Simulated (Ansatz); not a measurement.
## Structures of NaZr3: which is lowest?

Plane-wave DFT in Ansatz with scalar-relativistic PAW potentials, cutoff 420 eV, Γ-centred meshes chosen by cell and gap, Gaussian smearing with energies taken to zero width. Every cell was relaxed (cell and atoms) in a run of its own, within the symmetry of its start. Functional: PBE.

Relaxed structures (starts from databases or built by putting these elements on another compound's sites):
A. P6_3/mmc, 8 atoms in the computed cell, a = 6.462 Å, c = 5.248 Å; sites (symmetry × multiplicity) Na -6m2 × 2, Zr mm2 × 6; start: built
B. Pm-3m, 4 atoms in the computed cell, a = 4.535 Å; sites (symmetry × multiplicity) Na m-3m × 1, Zr 4/mm.m × 3; start: built
C. I4/mmm, 4 atoms in the computed cell, a = 4.521 Å, c = 9.147 Å; sites (symmetry × multiplicity) Na 4/mmm × 2, Zr -4m2 × 4 + 4/mmm × 2; start: built

Task: Rank them by energy. Could pressure change the order?

Result:
| structure | group | E − E(lowest) (meV/atom) | V (Å³/atom) | gap on mesh (eV) |
| --- | --- | --- | --- | --- |
| C | I4/mmm | 0.0 | 23.37 | 0.00 |
| B | Pm-3m | 29.8 | 23.31 | 0.00 |
| A | P6_3/mmc | 44 | 23.72 | 0.00 |

C is lowest, 30 meV/atom under B. The two lowest differ in volume by under 3 %, too little for a first-order estimate of what pressure does to that pair (other pairs aren't weighed here); with rigid cells even 3 % in favour of the higher one would need about 7 GPa. Other structures may lie lower than all of these, and vibrations aren't counted.